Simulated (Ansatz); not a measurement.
Relaxed-ion elastic tensor of CdSe (rock salt, Fm-3m) in GPa (Voigt order), LDA (plane waves, PAW; program Ansatz); density 7.38 g/cm³, 21.53 Å³ per atom.

```
 138  48.7  48.7   0.0   0.0   0.0
48.7   138  48.7   0.0   0.0   0.0
48.7  48.7   138   0.0   0.0   0.0
 0.0   0.0   0.0  28.0   0.0   0.0
 0.0   0.0   0.0   0.0  28.0   0.0
 0.0   0.0   0.0   0.0   0.0  28.0
```

Question: Is the crystal mechanically stable?

Answer: Yes: the smallest eigenvalue of C is 28.0 GPa.

Question: Work out the Voigt, Reuss and Hill averages.

Answer: K_V = 78.6, K_R = 78.6, K_H = 78.6; G_V = 34.7, G_R = 33.0, G_H = 33.8 GPa.

Question: Give Young's modulus, Poisson's ratio, Pugh's ratio and the universal anisotropy index.

Answer: E = 9KG/(3K + G) = 88.8 GPa; ν = 0.31; K/G = 2.32 (ductile by the Pugh limit of 1.75); A_U = 5G_V/G_R + K_V/K_R − 6 = 0.27.

Question: Estimate the sound speeds and the Debye temperature.

Answer: v_l = √((K + 4G/3)/ρ) = 4090 m/s, v_t = √(G/ρ) = 2140 m/s, mean 2400 m/s; Θ = (h/k)(3n/4πV)^(1/3) v_m = 256 K.

Question: Give the Zener ratio and Young's modulus along [100], [110] and [111].

Answer: A = 2C44/(C11 − C12) = 0.63; 1/E = S11 − 2(S11 − S12 − S44/2)Γ with Γ = 0, 1/4, 1/3 gives 113, 82.0, 75.1 GPa.

Question: Solve the Christoffel equation for the three sound speeds along [100], [110], [111].

Answer: Eigenvalues of C_ijkl n_j n_l equal ρv². In km/s, slowest first: [100] 1.95, 1.95, 4.33; [110] 1.95, 2.46, 4.06; [111] 2.31, 2.31, 3.96.

This is a known high-pressure phase of the composition, computed here at zero pressure and temperature. The cell was relaxed with LDA under the symmetry of its start; its stability against distortions is not shown here. As this level gives no gap, shear constants depend on the k-mesh and smearing (Fermi–Dirac, 0.1 eV here).

Potentials: the later of the program's two PAW sets.
